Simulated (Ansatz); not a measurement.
# MnS, single point

We look at MnS: a measured crystal structure (space group P6_3mc), with 4 atoms per cell. Source: COD entry 1538836; it may be a high-temperature, high-pressure or metastable form.

Computed with DFT, HSE06, PAW, plane waves, scalar-relativistic (Ansatz development build ahead of 0.2.0).

The input:

```yaml
crystal:
  lattice:
    - [3.99600108, 0.0, 0.0]
    - [-1.99800054, 3.46063845, 0.0]
    - [0.0, 0.0, 6.446]
  atoms:
    - { symbol: Mn, position: [0.33333333, 0.66666667, 0.0], spin: 4.5 }
    - { symbol: Mn, position: [0.66666667, 0.33333333, 0.5], spin: 4.5 }
    - { symbol: S, position: [0.33333333, 0.66666667, 0.375] }
    - { symbol: S, position: [0.66666667, 0.33333333, 0.875] }
magnetization:
  spin_polarized: true
hamiltonian:
  xc: hse06
  pseudopotentials: { kind: paw }
basis:
  ecutwfc: 420
kpoints:
  mp_grid: { grid: [4, 4, 2] }
scf:
  occupations: { method: fermi_dirac, width: 0.1 }
  lower_state_search: "off"
output:
  forces: true
  stress: true
```

Command:
```sh
ansatz run input.yaml --threads 4 --pin off --max-ram 10240MiB --backend cpu --events-out ev --progress --plain --runs-dir out
```

Program output, abridged:

```
Warning: output.stress: scf.convergence.dr2_threshold = 1e-7 eV (the SCF's general default) is looser than the 4e-10 eV advised for a printed stress (1e-10 eV for each atom of the cell: 4). [...]
Warning: output.stress: scf.exx.energy_threshold = 1e-6 eV is looser than the 4e-8 eV advised for a stress under a hybrid functional (1e-8 eV for each atom of the cell: 4). Every SCF of the exchange loop can meet its threshold on dr2 while the loop round them stops early: no threshold on dr2 bounds what that leaves in the stress. Set scf.exx.energy_threshold to 4e-8 eV or tighter. [...]
Pseudopotentials: kind: paw
Pseudopotential: Mn, paw, valence charge 15, recommended cutoff 420 eV (normal), Mn.paw.azcp
Pseudopotential: S, paw, valence charge 6, recommended cutoff 420 eV (normal), S.paw.azcp
Functional definition: HSE06
Crystal: 4 atoms, lattice volume = 89.140 Å³
Basis set: ecut = 420 eV, 1761 PW (Γ), exchange–correlation on 54×54×90 points (8 copies of the dense FFT grid, shifted against one another)
Bands: 31, of which v1, the nominal top of the filled ones, is band 21 counted from 1 (20 counted from 0)
Symmetry: 12 space group operations
Space group: P63mc (ITA 186), of the structure as read, at distance tolerance 4.5e-5 Å
Magnetic group: BNS 186.203 (UNI 1433), of the structure as read, at distance tolerance 4.5e-5 Å
k-points: 8 of 32
Non-local potential: Mn, projectors of the file, l = 0: 3, l = 1: 2, l = 2: 3, l = 3: 1
Non-local potential: S, projectors of the file, l = 0: 2, l = 1: 2, l = 2: 2
PAW frozen core: Mn, regenerated for the run's functional, and the local potential with it (the file was generated under x = pbe(κ = 0.804, μ = 0.2195149727645171), c = pbe(β = 0.06672455060314922))
PAW frozen core: S, regenerated for the run's functional, and the local potential with it (the file was generated under x = pbe(κ = 0.804, μ = 0.2195149727645171), c = pbe(β = 0.06672455060314922))
Initial density: superposition of atomic densities (chi_scale 0.1, normalization cell, long waves kept (reshape's long-wave potential 0.00 eV rms))
Starting moments: Σ|m| = 9 μB on 2 of 4 sites
Initial wavefunctions: pseudopotential atomic-orbital guess
Functional: x = pbe(κ = 0.804, μ = 0.2195149727645171), c = pbe(β = 0.06672455060314922), warm-up for x = pbe(κ = 0.804, μ = 0.2195149727645171) + 0.25 (exact − pbe) at short range (hse, ω = 0.20786987370883472 Å⁻¹), c = pbe(β = 0.06672455060314922); [...]
iter 1 solved again at ethr=3.24e-2 eV; its pass at ethr=1.00e-1 eV (dr2=1.36e1 eV) is discarded
SCF iter   1: F=—  HF=-9605.720892 eV  |F-HF|=—  |Δ(HF+E_count)|=         —  Δρ=6.94e-2 (↑5.12e-2 ↓6.94e-2)  dr2=1.32e1  dr2_m=1.10e-1  M=8.528 μB ∫|m|=8.528 μB  β_m=0.30  ethr=3.24e-2  ⟨swp⟩=2.6  Hψ=2428  notcnv=0
preconditioner: auto → Kerker (q_TF=auto, 2.407 Å⁻¹)  [metal: Δε(μ)=0.028 eV  Ē_g=8.034 eV  σ=0.100 eV  W_gap=0.07  n_scr=22 (ndim 8)  ℏωp=20.1 eV  f_vac=0.005  D(μ)=5.02/eV (n_scr^D=42)]
spin=Collinear: Kerker preconditioning applied to the charge; magnetization (m = ρ↑ − ρ↓) channel mixes plain (no charge-response kernel on spin).
iter 2 solved again at ethr=2.35e-3 eV; its pass at ethr=3.15e-2 eV (dr2=9.87e-1 eV) is discarded
SCF iter   2: F=—  HF=-9603.836727 eV  |F-HF|=—  |Δ(HF+E_count)|=    1.88e0  Δρ=1.95e-2 (↑1.95e-2 ↓1.31e-2)  dr2=7.93e-1  dr2_m=9.17e-2  M=9.664 μB ∫|m|=9.664 μB  β_m=0.30  ethr=2.35e-3  ⟨swp⟩=4.0  Hψ=2236  notcnv=0  defer=4
Mixer restart at iter 2: flushing history
eigensolver tolerance schedule: the retry pair's looser diagonalisation over-reported the residual by 0.24 of it (diagonalisation noise at 0.27 of the residual, at the tolerance the schedule requests for it); recorded, not acted on — ethr = c·dr2/N_el stays at c = 1.0e-1
spin-set hold released at iteration 2 (the charge has settled, or the pull on large starting moments outlasts its swing): the magnetisation degrees of freedom join the quasi-Newton model from the next iteration; the mixer history was flushed
SCF iter   3: F=—  HF=-9603.765005 eV  |F-HF|=—  |Δ(HF+E_count)|=   7.17e-2  Δρ=1.41e-2 (↑1.41e-2 ↓1.10e-2)  dr2=4.70e-1  dr2_m=5.60e-2  M=9.730 μB ∫|m|=9.730 μB  β_m=0.65  ethr=1.89e-3  ⟨swp⟩=2.1  Hψ=993  notcnv=0  defer=2
SCF iter   4: F=—  HF=-9603.709481 eV  |F-HF|=—  |Δ(HF+E_count)|=   5.55e-2  Δρ=2.82e-3 (↑2.35e-3 ↓2.82e-3)  dr2=4.08e-2  dr2_m=2.40e-4  M=9.815 μB ∫|m|=9.815 μB  β_m=0.68  ethr=1.12e-3  ⟨swp⟩=4.0  Hψ=1347  notcnv=0
SCF iter   5: F=—  HF=-9603.713771 eV  |F-HF|=—  |Δ(HF+E_count)|=   4.29e-3  Δρ=3.23e-3 (↑3.23e-3 ↓1.58e-3)  dr2=1.66e-2  dr2_m=1.32e-3  M=9.828 μB ∫|m|=9.828 μB  β_m=0.80  ethr=9.72e-5  ⟨swp⟩=4.1  Hψ=1222  notcnv=0  defer=1
SCF iter   6: F=—  HF=-9603.720223 eV  |F-HF|=—  |Δ(HF+E_count)|=   6.45e-3  Δρ=1.41e-3 (↑1.41e-3 ↓6.80e-4)  dr2=4.94e-3  dr2_m=2.07e-4  M=9.818 μB ∫|m|=9.818 μB  β_m=0.76  ethr=3.95e-5  ⟨swp⟩=3.8  Hψ=1184  notcnv=0
SCF iter   7: F=—  HF=-9603.721995 eV  |F-HF|=—  |Δ(HF+E_count)|=   1.77e-3  Δρ=5.16e-4 (↑5.16e-4 ↓3.55e-4)  dr2=7.53e-4  dr2_m=1.41e-5  M=9.820 μB ∫|m|=9.820 μB  β_m=0.88  ethr=1.18e-5  ⟨swp⟩=3.2  Hψ=966  notcnv=0
SCF iter   8: F=—  HF=-9603.722984 eV  |F-HF|=—  |Δ(HF+E_count)|=   9.90e-4  Δρ=3.20e-4 (↑3.20e-4 ↓9.82e-5)  dr2=8.51e-5  dr2_m=2.34e-5  M=9.822 μB ∫|m|=9.822 μB  β_m=0.94  ethr=1.79e-6  ⟨swp⟩=4.4  Hψ=1208  notcnv=0
SCF iter   9: F=—  HF=-9603.723027 eV  |F-HF|=—  |Δ(HF+E_count)|=   4.24e-5  Δρ=5.39e-5 (↑5.39e-5 ↓4.53e-5)  dr2=1.05e-5  dr2_m=6.74e-8  M=9.822 μB ∫|m|=9.822 μB  β_m=0.97  ethr=2.03e-7  ⟨swp⟩=3.5  Hψ=1000  notcnv=0
SCF iter  10: F=—  HF=-9603.723040 eV  |F-HF|=—  |Δ(HF+E_count)|=   1.34e-5  Δρ=1.87e-5 (↑1.87e-5 ↓1.74e-5)  dr2=1.01e-6  dr2_m=1.18e-7  M=9.822 μB ∫|m|=9.822 μB  β_m=0.99  ethr=2.50e-8  ⟨swp⟩=3.8  Hψ=1107  notcnv=0
SCF iter  11: F=—  HF=-9603.723041 eV  |F-HF|=—  |Δ(HF+E_count)|=   7.82e-7  Δρ=6.02e-6 (↑6.02e-6 ↓4.90e-6)  dr2=7.78e-8  dr2_m=1.21e-8  M=9.822 μB ∫|m|=9.822 μB  β_m=0.99  ethr=2.40e-9  ⟨swp⟩=3.5  Hψ=1078  notcnv=0
SCF iter  12: F=—  HF=-9603.723041 eV  |F-HF|=—  |Δ(HF+E_count)|=   8.68e-8  Δρ=3.33e-6 (↑3.33e-6 ↓1.47e-6)  dr2=1.70e-8  dr2_m=9.45e-10  M=9.821 μB ∫|m|=9.822 μB  β_m=1.00  ethr=1.85e-10  ⟨swp⟩=4.3  Hψ=1187  notcnv=0
SCF iter  13: F=-9603.723041 eV  HF=-9603.723041 eV  |F-HF|=7.89e-10  |Δ(HF+E_count)|=   5.89e-9  Δρ=3.97e-7 (↑3.68e-7 ↓3.97e-7)  dr2=5.70e-10  dr2_m=3.18e-11  M=9.822 μB ∫|m|=9.822 μB  ethr=4.05e-11  ⟨swp⟩=3.6  Hψ=1052  notcnv=0
SCF 1 converged in 13 iterations: F = -9603.723041 eV  dr2 = 5.70e-10
  greatest PAW one-centre occupation: 1.003 electrons in one spin orbital (limit 2), on the Mn atom at site 1 (counted from 0), in its partial waves of l = 1
Initial density: handed on by an earlier stage of this run
Starting moments: Σ|m| = 9 μB on 2 of 4 sites; this step starts from the density that it was given
Initial wavefunctions: those handed on with the density
Functional: x = pbe(κ = 0.804, μ = 0.2195149727645171) + 0.25 (exact − pbe) at short range (hse, ω = 0.20786987370883472 Å⁻¹), c = pbe(β = 0.06672455060314922); HSE06 as pw.x's `hse` composes it (authors' and Libxc's form: `xc: wpbeh`)
Exchange kernel: α = 0.2500, screened, ω = 0.2079 Å⁻¹, Wigner–Seitz truncation, v(0) = 1019.8732 eV·Å³, q-mesh 4×4×2, nearest image of the exchange supercell L = 12.89 Å, pair-density grid 20×20×30, without the augmentation charges, whose exchange is taken in its separable form by FFT convolution over the k-point  [...]
Frozen-core exchange: fock
iter 1 solved again at ethr=1.34e-4 eV; its pass at ethr=1.00e-1 eV (dr2=5.61e-2 eV) is discarded
SCF iter   1: F=—  HF=-9605.639402 eV  |F-HF|=—  |Δ(HF+E_count)|=         —  Δρ=1.29e-2 (↑1.26e-2 ↓1.29e-2)  dr2=5.70e-2  dr2_m=1.26e-1  M=10.000 μB ∫|m|=10.000 μB  β_m=0.30  ethr=1.34e-4  ⟨swp⟩=5.3  Hψ=2713  notcnv=0
preconditioner: auto → none  [insulator: Δε(μ)=2.001 eV  Ē_g=10.789 eV  σ=0.100 eV  W_gap=1.00  n_scr=22 (ndim 8)  ℏωp=20.1 eV  f_vac=0.053  D(μ)=0.00/eV (n_scr^D=0)]
SCF iter   2: F=—  HF=-9605.713339 eV  |F-HF|=—  |Δ(HF+E_count)|=   7.39e-2  Δρ=1.27e-2 (↑1.27e-2 ↓9.91e-3)  dr2=2.42e-2  dr2_m=1.00e-1  M=10.000 μB ∫|m|=10.000 μB  β_m=0.65  ethr=1.11e-4  ⟨swp⟩=4.0  Hψ=1333  notcnv=0
SCF iter   3: F=—  HF=-9605.735485 eV  |F-HF|=—  |Δ(HF+E_count)|=   2.21e-2  Δρ=3.47e-3 (↑3.47e-3 ↓2.21e-3)  dr2=1.87e-2  dr2_m=4.11e-4  M=10.000 μB ∫|m|=10.000 μB  β_m=0.60  ethr=5.69e-5  ⟨swp⟩=3.7  Hψ=1508  notcnv=0
SCF iter   4: F=—  HF=-9605.725216 eV  |F-HF|=—  |Δ(HF+E_count)|=   1.03e-2  Δρ=5.12e-4 (↑5.12e-4 ↓4.60e-4)  dr2=1.16e-3  dr2_m=4.02e-5  M=10.000 μB ∫|m|=10.000 μB  β_m=0.64  ethr=4.26e-5  ⟨swp⟩=3.0  Hψ=1246  notcnv=0
SCF iter   5: F=—  HF=-9605.724940 eV  |F-HF|=—  |Δ(HF+E_count)|=   2.75e-4  Δρ=4.46e-4 (↑4.46e-4 ↓2.35e-4)  dr2=1.76e-4  dr2_m=6.96e-5  M=10.000 μB ∫|m|=10.000 μB  β_m=0.59  ethr=2.57e-6  ⟨swp⟩=3.6  Hψ=1126  notcnv=0
SCF iter   6: F=-9605.724858 eV  HF=-9605.724881 eV  |F-HF|=2.32e-5  |Δ(HF+E_count)|=   5.89e-5  Δρ=1.15e-4 (↑1.15e-4 ↓8.03e-5)  dr2=2.99e-5  dr2_m=2.97e-6  M=10.000 μB ∫|m|=10.000 μB  ethr=3.84e-7  ⟨swp⟩=2.4  Hψ=856  notcnv=0
SCF 2 stopped early in 6 iterations: F = -9605.724858 eV  dr2 = 2.99e-5
  Residual-converged pass: ⟨swp⟩=4.0  Hψ=1463  notcnv=0  max |occ|·‖R‖ = 6.2e-6 eV (tolerance 6.7e-6 eV)  dr2=2.59e-5  dr2_m=3.36e-6  dr2_onsite=3.32e-6  max |Δocc| = 1.5e-10
  greatest PAW one-centre occupation: 1.005 electrons in one spin orbital (limit 2), on the Mn atom at site 1 (counted from 0), in its partial waves of l = 1
hybrid outer 1: dexx = +9.640e-2 eV, tail = 3.59e-4 eV
Exchange kernel: α = 0.2500, screened, ω = 0.2079 Å⁻¹, Wigner–Seitz truncation, v(0) = 1019.8732 eV·Å³, q-mesh 4×4×2, nearest image of the exchange supercell L = 12.89 Å, pair-density grid 20×20×30, without the augmentation charges, whose exchange is taken in its separable form by FFT convolution over the k-point  [...]
Frozen-core exchange: fock
SCF iter   1: F=—  HF=-9605.723588 eV  |F-HF|=—  |Δ(HF+E_count)|=         —  Δρ=1.20e-4 (↑1.20e-4 ↓4.39e-5)  dr2=7.00e-6  dr2_m=3.65e-6  M=10.000 μB ∫|m|=10.000 μB  β_m=0.30  ethr=4.28e-6  ⟨swp⟩=4.1  Hψ=1149  notcnv=0
preconditioner: auto → none  [insulator: Δε(μ)=2.211 eV  Ē_g=10.917 eV  σ=0.100 eV  W_gap=1.00  n_scr=22 (ndim 8)  ℏωp=20.1 eV  f_vac=0.061  D(μ)=0.00/eV (n_scr^D=0)]
SCF iter   2: F=—  HF=-9605.723603 eV  |F-HF|=—  |Δ(HF+E_count)|=   1.42e-5  Δρ=7.42e-5 (↑7.42e-5 ↓4.64e-5)  dr2=4.51e-6  dr2_m=1.81e-6  M=10.000 μB ∫|m|=10.000 μB  β_m=0.46  ethr=1.50e-8  ⟨swp⟩=4.5  Hψ=1497  notcnv=0
SCF iter   3: F=—  HF=-9605.723603 eV  |F-HF|=—  |Δ(HF+E_count)|=   2.07e-7  Δρ=2.45e-5 (↑2.45e-5 ↓1.66e-5)  dr2=3.26e-7  dr2_m=2.59e-7  M=10.000 μB ∫|m|=10.000 μB  β_m=0.49  ethr=1.06e-8  ⟨swp⟩=3.2  Hψ=1026  notcnv=0
SCF iter   4: F=—  HF=-9605.723603 eV  |F-HF|=—  |Δ(HF+E_count)|=   2.70e-7  Δρ=9.81e-6 (↑9.81e-6 ↓8.46e-6)  dr2=2.44e-7  dr2_m=2.99e-8  M=10.000 μB ∫|m|=10.000 μB  β_m=0.70  ethr=6.33e-10  ⟨swp⟩=4.1  Hψ=1379  notcnv=0  defer=1
SCF iter   5: F=—  HF=-9605.723603 eV  |F-HF|=—  |Δ(HF+E_count)|=   5.09e-8  Δρ=3.40e-6 (↑2.64e-6 ↓3.40e-6)  dr2=3.97e-8  dr2_m=2.41e-9  M=10.000 μB ∫|m|=10.000 μB  β_m=0.66  ethr=5.71e-10  ⟨swp⟩=3.6  Hψ=1047  notcnv=0
SCF iter   6: F=—  HF=-9605.723603 eV  |F-HF|=—  |Δ(HF+E_count)|=   1.42e-8  Δρ=1.47e-6 (↑1.47e-6 ↓6.13e-7)  dr2=1.39e-9  dr2_m=6.26e-10  M=10.000 μB ∫|m|=10.000 μB  β_m=0.77  ethr=9.13e-11  ⟨swp⟩=4.4  Hψ=1125  notcnv=0  defer=4
SCF iter   7: F=—  HF=-9605.723603 eV  |F-HF|=—  |Δ(HF+E_count)|=  7.71e-10  Δρ=5.35e-7 (↑5.35e-7 ↓2.83e-7)  dr2=3.64e-10  dr2_m=3.20e-11  M=10.000 μB ∫|m|=10.000 μB  β_m=0.70  ethr=3.24e-12  ⟨swp⟩=4.2  Hψ=1456  notcnv=0
SCF iter   8: F=-9605.723603 eV  HF=-9605.723603 eV  |F-HF|=6.37e-11  |Δ(HF+E_count)|=  4.55e-10  Δρ=2.83e-7 (↑2.83e-7 ↓1.21e-7)  dr2=1.09e-10  dr2_m=9.22e-12  M=10.000 μB ∫|m|=10.000 μB  ethr=1.11e-12 (applied; sched 1.00e-12)  ⟨swp⟩=2.6  Hψ=860  notcnv=0
SCF 3 converged in 8 iterations: F = -9605.723603 eV  dr2 = 1.09e-10
  Residual-converged pass: ⟨swp⟩=2.9  Hψ=1086  notcnv=0  max |occ|·‖R‖ = 2.3e-7 eV (tolerance 2.7e-7 eV)  dr2=1.07e-10  dr2_m=8.51e-12  dr2_onsite=3.42e-11  max |Δocc| = 2.4e-15
hybrid outer 2: dexx = +6.633e-6 eV, tail = 2.93e-7 eV, Δε = 6.99e-3 eV (about 3.16e-4 eV left of the loop's levels), ΔF = 1.66e-3 eV/Å (tail 8.49e-4)
Exchange kernel: α = 0.2500, screened, ω = 0.2079 Å⁻¹, Wigner–Seitz truncation, v(0) = 1019.8732 eV·Å³, q-mesh 4×4×2, nearest image of the exchange supercell L = 12.89 Å, pair-density grid 20×20×30, without the augmentation charges, whose exchange is taken in its separable form by FFT convolution over the k-point  [...]
Frozen-core exchange: fock
SCF iter   1: F=—  HF=-9605.723603 eV  |F-HF|=—  |Δ(HF+E_count)|=         —  Δρ=3.65e-6 (↑3.65e-6 ↓1.15e-6)  dr2=8.07e-9  dr2_m=3.33e-9  M=10.000 μB ∫|m|=10.000 μB  β_m=0.30  ethr=3.49e-9  ⟨swp⟩=5.1  Hψ=1063  notcnv=0
SCF iter   2: F=—  HF=-9605.723603 eV  |F-HF|=—  |Δ(HF+E_count)|=   1.79e-9  Δρ=3.33e-6 (↑3.33e-6 ↓1.18e-6)  dr2=5.04e-9  dr2_m=3.43e-9  M=10.000 μB ∫|m|=10.000 μB  β_m=0.65  ethr=1.80e-11  ⟨swp⟩=4.4  Hψ=1354  notcnv=0
SCF iter   3: F=—  HF=-9605.723603 eV  |F-HF|=—  |Δ(HF+E_count)|=   4.04e-9  Δρ=9.34e-7 (↑9.34e-7 ↓6.70e-7)  dr2=1.36e-9  dr2_m=8.36e-11  M=10.000 μB ∫|m|=10.000 μB  β_m=0.62  ethr=1.19e-11  ⟨swp⟩=3.8  Hψ=1200  notcnv=0
SCF iter   4: F=-9605.723603 eV  HF=-9605.723603 eV  |F-HF|=2.18e-11  |Δ(HF+E_count)|=   1.35e-9  Δρ=3.24e-7 (↑3.24e-7 ↓2.14e-7)  dr2=6.42e-11  dr2_m=4.78e-11  M=10.000 μB ∫|m|=10.000 μB  ethr=3.13e-12  ⟨swp⟩=3.4  Hψ=1031  notcnv=0
SCF 4 converged in 4 iterations: F = -9605.723603 eV  dr2 = 6.42e-11
  Residual-converged pass: ⟨swp⟩=3.1  Hψ=986  notcnv=0  max |occ|·‖R‖ = 2.7e-7 eV (tolerance 2.7e-7 eV)  dr2=7.15e-11  dr2_m=4.74e-11  dr2_onsite=6.62e-11  max |Δocc| = 7.5e-15
hybrid outer 3: dexx = +7.133e-9 eV, tail = 4.61e-10 eV, Δε = 2.23e-4 eV (about 2.59e-5 eV left of the loop's levels), ΔF = 1.12e-4 eV/Å (tail 4.18e-5)
this state was not tested for a lower state beside it, because the functional holds exact exchange (a hybrid, or Hartree-Fock), whose exchange loop this test does not read (fock_operator); [...]
hybrid SCF converged: 3 outer / 18 inner (+13 warm-up), last move |dexx| = 7.13e-9 eV, tail = 4.61e-10 eV
Magnetization: 10.0000 μB (26.0000 up, 16.0000 down)
Absolute magnetization: 10.0000 μB (∫|ρ↑−ρ↓|, with the PAW one-centre terms)
Spin contamination: 0.0233 ħ² per cell (⟨S²⟩ above its minimum at these occupations)
Per-site moments (μB) at R_I (Å): [(4.3680, 0.9971), (4.3680, 0.9971), (0.0768, 0.9971), (0.0768, 0.9971)]
Free energy (F): -9605.723603 eV
Frozen-core exchange: fock
Harris-Foulkes:  -9605.723603 eV  (|F-HF|=2.18e-11)
Internal energy: -9605.723598 eV  (E = F + TS)
E sigma→0 (E₀):  -9605.723600 eV
Entropy (-TS):   -0.000005 eV (-0.001 meV/atom)
Fermi energy:    7.576991 eV
--- Per-component energies (eV) ---
  E_band       = -822.560738
  E_kinetic    = 810.409788
  E_local      = -5634.375153  (includes V_loc(G=0)·N_el)
  E_nonlocal   = 564.942120
  E_hartree    = 2315.502728
  E_xc         = -333.158915
  E_vxc        = -364.991931  (∫ρ·V_xc dr)
  E_exx        = -156.758245  (= α·E_x^exact, valence–valence)
  E_paw        = -3744.900655  (= ΣΔE_a)
  E_vpaw       = -516.034417  (= ΣTr[D̂ρ^β])
  E_aug_tail   = -0.000016  (compensation charges beyond the density's cutoff)
  E_ewald      = -3426.805428
  E_core_change = -0.579823  (= ΣΔE_core)
  E_smearing   = -0.000005  (= −TS)
  E_closure    = 0.000000  (closes the sum)
  Σ components = -9605.723603   (vs F -9605.723603, Δ=1.82e-12)
--- Forces (eV/Å), atoms counted from 1 ---
  atom   1  Mn     0.00000000    -0.00000000    -0.14656784
  atom   2  Mn     0.00000000     0.00000000    -0.14656784
  atom   3  S      0.00000000    -0.00000000     0.14657196
  atom   4  S      0.00000000     0.00000000     0.14657196
  max |Σ_I F_I| component: 8.24e-6 eV/Å
--- Stress (GPa, compression-positive) ---
        1.684314       0.000000       0.000000
        0.000000       1.684314      -0.000000
       -0.000000       0.000000       2.540105
  P = ⅓ Tr σ = 1.9696 GPa (19.696 kbar)
--- Band table (eV; the first three rows and the last of 16) ---
  k-point 0 ↑: bands = ["-80.7349", "-80.7348", "-48.1408", "-48.1408", "-48.1404", "-48.1404", "-48.1395", "-48.1370", "-8.3092", "-7.5491", "0.6445", "0.7013", "0.7178", "0.7178", "0.9035", "0.9035", "1.8650", "1.8650", "2.0724", "2.0724", "2.3163", "5.4238", "5.4238", "6.4446", "6.5088", "6.5088", "8.7352", "10.4109"]
  k-point 1 ↑: bands = ["-80.7348", "-80.7348", "-48.1406", "-48.1406", "-48.1406", "-48.1406", "-48.1383", "-48.1383", "-7.9485", "-7.9485", "0.4990", "0.4990", "0.7886", "0.7886", "0.7886", "0.7886", "1.9880", "1.9880", "1.9880", "1.9880", "4.2106", "4.2106", "5.9482", "5.9482", "5.9482", "5.9482", "10.3839", "10.3839"]
  k-point 2 ↑: bands = ["-80.7349", "-80.7348", "-48.1416", "-48.1412", "-48.1410", "-48.1405", "-48.1390", "-48.1373", "-8.0006", "-7.4161", "0.5096", "0.7720", "0.8434", "0.9174", "1.0973", "1.1290", "1.7571", "1.8900", "2.0793", "2.1039", "2.4498", "3.6871", "4.6129", "4.7558", "5.8473", "6.0053", "10.4772", "11.5478"]
  k-point 7 ↓: bands = ["-74.5762", "-74.5762", "-41.4978", "-41.4978", "-41.4949", "-41.4949", "-41.4935", "-41.4935", "-7.1831", "-7.1831", "1.6811", "1.6811", "2.7942", "2.7942", "3.6272", "3.6272", "9.2504", "9.2504", "9.8679", "9.8679", "10.4151", "10.4151", "10.7413", "10.7413", "11.2829", "11.2829", "13.7039", "13.7039"]
  guard bands above this table: 3 of the run's 31 bands. The solve was not asked for them (output.publish_guard_bands: true or output.eigenvalues: true publishes all)
```

Among 11 converged runs of this cell from various starts and settings, this end is 38.3 meV/atom above the lowest found (antiferromagnetic, site moments Mn1 4.32, Mn2 -4.32 μB, total 0.00 μB per cell, a gap of 3.21 eV on the k-mesh).

Pressures are approximate, as the exchange loop's threshold is loose for stress. The mesh is coarse, so energy differences (and at times their sign) aren't converged.

The run took 19 s on 4 threads of Arm Neoverse V2, with other jobs on the host, peak memory 0.88 GiB.
